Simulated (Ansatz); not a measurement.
# One input, then a changed one: Re (sc type)

First run: DFT, PBEsol, all-electron LAPW, scalar-relativistic (Ansatz 0.2.0).

Command: `ansatz run input.yaml --threads 1 --pin off --max-ram 2048MiB --backend cpu --events-out ev --progress --plain --runs-dir out` It took 34 s on 1 thread of Arm Neoverse V1 (shared host), peak memory 0.43 GiB.

```yaml
crystal:
  lattice:
    - [1.9555477524, 0.0, 0.0]
    - [0.0, 1.9555477524, 0.0]
    - [0.0, 0.0, 1.9555477524]
  atoms:
    - { symbol: Re, position: [0.0, 0.0, 0.0] }
kpoints:
  mp_grid: { grid: [15, 15, 15] }
  band_path:
    path:
      - [0.0, 0.0, 0.0]
      - [0.0, 0.5, 0.0]
      - [0.5, 0.5, 0.0]
      - [0.0, 0.0, 0.0]
      - [0.5, 0.5, 0.5]
      - [0.0, 0.5, 0.0]
      - [0.5, 0.5, 0.5]
      - [0.5, 0.5, 0.0]
    npoints: 8
scf:
  occupations: { method: fermi_dirac, width: 0.1 }
hamiltonian:
  xc: pbesol
  pseudopotentials: { kind: all_electron, lapw: { basis_error: 0.001 } }
output:
  forces: true
  stress: true
  eigenvalues: true
  populations: true
  dos: { projected: true, de: 0.2, e_range: [-14, 8] }
```

The cell comes from a relaxation on PAW files under the same functional, begun from a prototype that needn't be the stable phase.

This run: volume at 0.45 of the series' base cell.

It converges in 6 SCF iterations at a pressure of 1218 GPa.

The input is then changed:

```diff
   occupations: { method: fermi_dirac, width: 0.1 }
+  algorithm: density_mixing
 hamiltonian:
   populations: true
-  dos: { projected: true, de: 0.2, e_range: [-14, 8] }
+basis:
+  xc_grid: 2
```

Problem. Predict the outcome of the changed run.

Solution. It converges in 6 SCF iterations at a pressure of 1218 GPa, free energy 0.0 meV/atom against the first run's. Results part of its log:
```
SCF 1 converged in 6 iterations: F = -454003.473336 eV  dr2 = 2.39e-9
NSCF: frozen V_eff on 57 k-points
SCF converged after 6 iterations
Free energy (F): -454003.473336 eV
Harris-Foulkes:  -454003.473336 eV  (|F-HF|=1.22e-8)
Internal energy: -454003.459932 eV  (E = F + TS)
E sigma→0 (E₀):  -454003.466634 eV
Entropy (-TS):   -0.013405 eV (-13.405 meV/atom)
Fermi energy:    64.172680 eV
--- Per-component energies (eV) ---
  E_band       = -4344.640761
  E_kinetic    = 510299.322090
  E_xc         = -8938.713228
  E_electrostatic = -955364.068793  (all electrons and nuclei)
  E_smearing   = -0.013405  (= −TS)
  E_closure    = 0.000000  (closes the sum)
  E_atoms      = -454009.685425  (free atoms, spherical and without spin; not in F)
  Σ components = -454003.473336   (vs F -454003.473336, Δ=0.00e0)
  Basis errors (estimates in eV, not in F): energy 3.3e-4 per atom: plane waves 2.8e-4 (1.6e-4 summed), levels above the bands 2.1e-116, relativity 6.5e-8, radial functions 4.7e-5, core shells 1.7e-11; eigenvalues (radial functions only) 4.3e-6; not estimated: angular momenta, meshes, grids; target (lapw.basis_error) 1.0e-3; muffin-tin radii Re 0.978 Å
--- Forces (eV/Å), atoms counted from 1 ---
  atom   1  Re    -0.00000000     0.00000000     0.00000000
  max |Σ_I F_I| component: 8.94e-30 eV/Å
--- Stress (GPa, compression-positive) ---
     1217.674017       0.000000       0.000000
        0.000000    1217.674017       0.000000
        0.000000       0.000000    1217.674017
  P = ⅓ Tr σ = 1217.6740 GPa (12176.740 kbar)
--- Band table (eV; the first three rows and the last of 120) ---
  k-point 0: bands = ["-529.9294", "-377.3418", "-377.3418", "-377.3418", "-185.9895", "-185.9895", "-185.9850", "-185.9850", "-185.9850", "-20.5457", "22.6882", "22.6882", "22.6882", "26.0592", "26.0592", "26.0592", "26.3645", "26.7171", "26.7171", "26.7171", "49.5950", "49.5950", "50.3065", "74.5484", "74.5484", "74.5484", "87.8090", "87.8090", "87.8090"]
  k-point 1: bands = ["-529.9294", "-377.3418", "-377.3418", "-377.3418", "-185.9895", "-185.9893", "-185.9850", "-185.9850", "-185.9849", "-20.4795", "22.1602", "22.7420", "22.7420", "26.0519", "26.0672", "26.0672", "26.3613", "26.5740", "26.7174", "26.7174", "49.6931", "50.0781", "50.9744", "73.5371", "73.5371", "74.6145", "86.3533", "88.7121", "88.7121"]
  k-point 2: bands = ["-529.9294", "-377.3419", "-377.3418", "-377.3418", "-185.9895", "-185.9884", "-185.9852", "-185.9852", "-185.9849", "-20.2891", "20.6989", "22.8950", "22.8950", "26.0315", "26.0913", "26.0913", "26.3206", "26.3523", "26.7183", "26.7183", "49.9772", "50.6410", "53.5245", "71.2435", "71.2435", "74.8040", "83.4702", "89.7297", "90.5743"]
  k-point 119: bands = ["-529.9294", "-377.3420", "-377.3420", "-377.3420", "-185.9873", "-185.9873", "-185.9873", "-185.9795", "-185.9795", "-15.5602", "16.1531", "16.1544", "16.1544", "26.0337", "26.2637", "26.2672", "26.2672", "26.3837", "26.3837", "26.3869", "49.4275", "49.5685", "49.5685", "66.4673", "83.3948", "83.3948", "94.9484", "96.8991", "96.8991"]
--- Löwdin populations: 1 site ---
  site symbol       q [e]
     0     Re     74.9056
  spilling = 0.001259 (of n_electrons = 75.000000)
```
